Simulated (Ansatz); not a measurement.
LaTe$_{2}$:
```
LaTe2
1.0
    4.49471     0.00000     0.00000
    0.00000     4.49471     0.00000
    0.00000     0.00000     9.10632
Te La
4 2
Direct
  0.00000   0.00000   0.00000
  0.50000   0.50000   0.00000
  0.50000   0.00000   0.63469
  0.00000   0.50000   0.36531
  0.50000   0.00000   0.27330
  0.00000   0.50000   0.72670
```

Relaxed with PBEsol. Special points in fractions of this cell's reciprocal vectors: Γ (0.000, 0.000, 0.000); X (0.000, 0.500, 0.000); M (0.500, 0.500, 0.000); Z (0.000, 0.000, 0.500); R (0.000, 0.500, 0.500); A (0.500, 0.500, 0.500).

**Question.** List the band energies nearest the Fermi level at these points for DFT-PBEsol in the program Ansatz with PAW potentials.

**Answer.** In eV from the Fermi level; about four levels below and three above (degenerate sets whole), none deeper than 8.9 eV; points with the same levels are listed once.

```csv
k,below,above
Γ,-1.14 -1.14 -0.35 -0.28,0.75 0.75 0.94
X,-2.25 -2.25 -1.78 -1.78,1.45 1.45 1.60 1.60
M,-2.58 -2.58 -1.71 -1.71,1.40 1.40 1.58 1.58
Z,-2.31 -2.31 -1.68 -1.06 -1.06,0.19 0.78 0.82 0.82
R,-2.13 -2.13 -1.02 -1.02,1.45 1.45 1.51 1.51
A,-2.08 -2.08 -1.77 -1.77,1.49 1.49 1.51 1.51
```

Space group P4/nmm. The workflow started from an entry of the Crystallography Open Database (COD), which files this formula under 2 space groups. Whether it is the stable phase at ambient conditions was not checked. The PBEsol relaxation kept the symmetry of its start; whether a distortion lowers the energy is not shown. Scalar-relativistic: spin–orbit coupling is off unless named, which matters more the heavier the elements.

Potentials: the later of the program's two PAW sets.
